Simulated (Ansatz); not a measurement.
Ba2Ti2N3F3 in space group P-4m2 (No. 115; Pearson symbol tP10) at seven volumes, the program Ansatz at the r²SCAN level (PAW), shape and atoms relaxed at each. One row is withheld.

```
V (Å³/atom)  P (GPa)
-----------  -------
12.578         15.11
12.993          9.15
13.408          4.16
13.822          0.00
14.237             ?
14.652         -6.25
15.066         -8.48
```

Task: Fit the shown pressures and predict the withheld one.

Result: Third-order Birch–Murnaghan: P = (3/2)B₀(x^(7/2) − x^(5/2))[1 + (3/4)(B′ − 4)(x − 1)] with x = (V₀/V)^(2/3). Least squares on the six rows gives V₀ = 13.825 Å³/atom, B₀ = 124.5 GPa, B′ = 5.32. At V = 14.237, x = 0.9806 and P = -3.38 GPa. The run itself gave -3.44 GPa.

The start of the workflow was typed in or built on a structure type; neither database checked (COD, Materials Project) lists it. Its standing as an ambient phase is unchecked. The cell was relaxed with r²SCAN under the symmetry of its start; whether a distortion lowers the energy is not shown. The workflow began spin-polarised and lost its moments. Spin–orbit coupling is left out wherever it is not named.

Potentials: the earlier of the program's two PAW sets. The files were generated under PBE; for other functionals the program regenerates the frozen cores, and for LDA and PBEsol the local potential too.
